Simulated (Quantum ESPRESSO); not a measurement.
```
CELL_PARAMETERS angstrom
      4.24206     0.00000     0.00000
     -2.12103     3.67373     0.00000
      0.00000     0.00000     6.81717
ATOMIC_POSITIONS crystal
  Cd 0.00000 0.00000 0.00000
  I  0.33333 0.66667 0.25359
  I  0.66667 0.33333 0.74641
```

Cell and atoms were relaxed with PBE+D3(BJ) from Materials Project entry mp-567259, within its symmetry.

**Question.** What does PBEsol (Quantum ESPRESSO, PseudoDojo norm-conserving, 102 Ry, no spin-orbit coupling) give for the electronic structure near the Fermi level?

**Answer.** The PBEsol gap is 2.24 eV; at least one edge lies off the plotted path, at a point of the SCF mesh. The smallest direct gap is 2.44 eV. Another conduction extremum on the path lies within 0.02 eV, too close to call. Spin-orbit coupling is left out, which matters for elements this heavy: edges can move by tenths of an eV.
